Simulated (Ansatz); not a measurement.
## CaCo2As2: do energies and stresses tell the same story?

Computed with DFT PBEsol, scalar-relativistic, plane waves, PAW in Ansatz.

Plane waves to 420 eV, a k mesh through Γ of 12×12×12 on the computed 5-atom cell and Gaussian smearing (0.10 eV); collinear spin from starting moments 0 0.66 0.66 0 0 μB.

Relaxed cell: I4/mmm, a = 3.949 Å, b = 3.949 Å, c = 10.082 Å, α = 90.00°, β = 90.00°, γ = 90.00°, 5 atoms in the primitive cell. Whether it is the stable form of this composition wasn't checked.

Energies at zero smearing and pressures from the stress tensor, at volumes with shape and atoms relaxed:
| V (Å³/atom) | E − E(first) (meV/atom) | P (GPa) |
| --- | --- | --- |
| 14.781 | 0.00 | 7.18 |
| 15.253 | -15.20 | 3.24 |
| 15.724 | -19.83 | -0.01 |
| 16.196 | -15.77 | -2.65 |
| 16.668 | -4.91 | -4.54 |

Task: Check P = −dE/dV between neighbouring volumes, and get the bulk modulus from the pressures alone.

Result: With 1 eV/Å³ = 160.2 GPa:
```
middle V (Å³/atom)  −ΔE/ΔV (GPa) mean P (GPa)
            15.017         5.162         5.209
            15.489         1.572         1.614
            15.960        -1.378        -1.328
            16.432        -3.688        -3.591
```

The two differ by 0.10 GPa at most. The mean of two end pressures misses the average over a step by about ΔV² P″/12, up to 0.07 GPa here; with that taken off 0.02 GPa remains. Around V = 15.724 Å³/atom, the two neighbours give B = −V ΔP/ΔV = 15.724 × 5.88 / 0.943 = 98.1 GPa, against B0 = 96.8 GPa from the Birch–Murnaghan fit of the energies.

Only this magnetic start was tried.

1 further run of this set didn't finish or converge.